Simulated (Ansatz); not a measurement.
NaMgF₃:
```
CELL_PARAMETERS angstrom
      3.90726     0.00000     0.00000
      0.00000     3.90726     0.00000
      0.00000     0.00000     3.90726
ATOMIC_POSITIONS crystal
  Na 0.00000 0.00000 0.00000
  Mg 0.50000 0.50000 0.50000
  F  0.50000 0.50000 0.00000
  F  0.00000 0.50000 0.50000
  F  0.50000 0.00000 0.50000
```

Relaxed with PBEsol. DFT-PBEsol in the program Ansatz with PAW potentials gives a gap of 5.99 eV.

Problem. What gap does HSE06 give on the same cell (Ansatz, PAW)?

Solution. 8.27 eV, 2.28 eV more. The hybrid was solved on a coarser mesh and at special points; its gap is the smallest among all of these.

```tsv
k	v1 PBEsol	c1 PBEsol	v1 HSE06	c1 HSE06
Γ	-0.45	5.99	-0.45	8.27
R	0.00	10.41	…	…
M	-0.01	10.63	…	…
X	-0.54	9.01	…	…
```

Problem. Top valence (v1) and lowest conduction level (c1) in eV from each method's valence maximum (which need not be a listed point): supply the withheld HSE06 values.

Solution. 
- X, v1 HSE06: -0.55
- X, c1 HSE06: 11.31
- M, v1 HSE06: -0.01
- M, c1 HSE06: 12.98
- R, v1 HSE06: 0.00
- R, c1 HSE06: 12.69

Cost on shared cores: the PBEsol run (SCF on a 7×7×7 mesh, then bands and DOS) roughly 17 core-seconds, the HSE06 run (SCF on 4×4×4, then a few points) about 50 core-seconds (a rough figure); the tasks are unlike.

Space group Pm-3m (cubic perovskite). The workflow started from a Materials Project entry (that database holds measured and hypothetical structures alike); the Crystallography Open Database copy checked does not list it. COD files the formula under space group No. 62, so this cell is another polymorph or a model. Its standing as an ambient phase is unchecked. The PBEsol relaxation kept the symmetry of its start. At this level the phase is dynamically unstable (imaginary phonons).

Potentials: the later of the program's two PAW sets.
